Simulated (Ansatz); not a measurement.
### Question
Name crystals whose computed values (LDA in the plane-wave PAW code Ansatz) fall in these windows: B₀ by P(V) fit (GPa) 47 to 62; Θ_D (K) 190 to 220.

### Answer


```tsv
crystal	B₀ by P(V) fit (GPa)	Θ_D (K)
Lu, hcp (Mg type)	54.8	203
CuI, zinc blende	56.7	197
TePb, rock salt	48.8	192
PbSe, rock salt	58.0	211
```
Others may fit too.

All cells were relaxed under the symmetry of their starts (and spin orders); stability against distortions was not tested throughout. Rows with no word on spin ran without spin polarisation. Spin–orbit coupling is left out wherever it is not named.

Potentials: the later of the program's two PAW sets.
